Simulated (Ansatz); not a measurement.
WS2 in space group R3m (No. 160; W on 3a, S on 3a, S on 3a) at seven volumes, r²SCAN+D4 in the plane-wave PAW code Ansatz, shape and atoms relaxed at each. One row is withheld.

```
V (Å³/atom)  P (GPa)
-----------  -------
16.596          5.89
17.143          3.25
17.690             ?
18.237          0.00
18.784         -0.84
19.331         -1.31
19.878         -1.51
```

Q: Fit the shown pressures and predict the withheld one.

A: Third-order Birch–Murnaghan: P = (3/2)B₀(x^(7/2) − x^(5/2))[1 + (3/4)(B′ − 4)(x − 1)] with x = (V₀/V)^(2/3). Least squares on the six rows gives V₀ = 18.243 Å³/atom, B₀ = 35.08 GPa, B′ = 13.66. At V = 17.690, x = 1.0207 and P = 1.32 GPa. The run itself gave 1.33 GPa.

The first step of the workflow began from a Materials Project structure, measured or hypothetical; the Crystallography Open Database files this formula in space group No. 160, but the cells were not matched. It is not the phase usual at ambient conditions (space group No. 194). Symmetry was held in the r²SCAN+D4 relaxation; its stability against distortions is not shown here. The run is not spin-polarised. Spin–orbit coupling is left out wherever it is not named.

Potentials: the earlier of the program's two PAW sets. The files were generated under PBE; for other functionals the program regenerates the frozen cores, and for LDA and PBEsol the local potential too.
